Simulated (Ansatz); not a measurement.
Trial structure of Sn₂Te₃Se, not yet relaxed:

```
Sn Te Se
1.0
     3.13974    1.81273    6.46015
    -3.13974    1.81273    6.46015
     0.00000   -3.62546    6.46015
Sn Te Se
2 3 1
Direct
  0.70473 0.70473 0.70473
  0.29527 0.29527 0.29527
  0.00000 0.00000 0.00000
  0.81974 0.81974 0.81974
  0.18026 0.18026 0.18026
  0.50000 0.50000 0.50000
```

All numbers below come from Ansatz, DFT PBE, scalar-relativistic, plane waves, PAW. Settings: cutoff 420 eV, Γ-centred mesh 3×3×3 on the computed 6-atom cell, Gaussian smearing of 0.10 eV; no spin polarisation.

Energies over the elements count from the elements' standard structures at the same level, with no fitted energy shifts. The references include grey tin.

Task: Estimate its pressure, forces and energy as it stands.

Result: The pressure is 7.8 GPa (the mean over three directions, positive in compression), the largest force is 10.48 eV/Å, and the energy is +1.14 eV/atom against the elements. The shortest distance is 2.23 Å.

Task: Is it a good guess?

Result: A poor one: relaxing gains about 1.1 eV/atom (the start's value is from the coarse mesh, so the gain is rough) in 21 ionic steps and ends at +0.09 eV/atom on the finer mesh. The symmetry stays R-3m (No. 166). The volume per atom shrinks by 20.5 %, from 36.8 to 29.2 Å³. The shortest distance goes from 2.23 Å (Sn–Te) to 2.91 Å (Sn–Se). Conventional cell: a = 5.736 Å, c = 18.464 Å. Sn is surrounded by 1 Se at 2.91 Å, 4 Te at 3.20–3.32 Å and 3 Sn at 3.33 Å; around Te on a site of symmetry -3m lie 2 Te at 3.12 Å and 6 Sn at 3.32 Å; around Se lie 2 Sn at 2.91 Å and 6 Te at 3.31 Å; 1 more site not described.

The last run used a 12×12×12 mesh for its 6-atom cell and Gaussian smearing of 0.10 eV. These runs have no spin–orbit coupling, which can matter for Te. The reference forms of Se and Te are held partly by dispersion forces, which this level lacks. The relaxation can't lower the symmetry of the start, and the grade says only how near the guess is to its own end. A structure relaxed within its symmetry needn't be a true minimum. Another cell of Sn2Te3Se relaxed alike, in P-3m1, lies 160 meV/atom lower, so this cell isn't the stable form at this level.
